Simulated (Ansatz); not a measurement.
TiTe₂:
Space group P-3m1 (No. 164); a = b = 3.7929 Å, c = 6.6468 Å, α = β = 90.00°, γ = 120.00°

```csv
atom,site,symmetry,x,y,z
Ti,1a,-3m.,0.0000,0.0000,0.0000
Te,2d,3m.,0.3333,0.6667,0.2545
```

Relaxed at zero pressure with r²SCAN+D4 (plane waves, PAW; program Ansatz).

Question: The volume is raised by 6 % and shape and atoms relax at that volume. What pressure results, and how do the axes share the change?

Answer: -0.9 GPa; a 0.3 %, b 0.3 %, c 5.4 %; the energy rises by 5 meV/atom.

Question: Give the new structure.

Answer: 
Space group P-3m1 (No. 164); a = b = 3.8045 Å, c = 7.0029 Å, α = β = 90.00°, γ = 120.00°

```tsv
atom	site	symmetry	x	y	z
Ti	1a	-3m.	0.0000	0.0000	0.0000
Te	2d	3m.	0.3333	0.6667	0.2428
```

The phase is kept; no other phase was compared at this pressure.

Symmetry was held in the r²SCAN+D4 relaxation. The run is not spin-polarised. Spin–orbit coupling is left out wherever it is not named.

Potentials: the later of the program's two PAW sets.
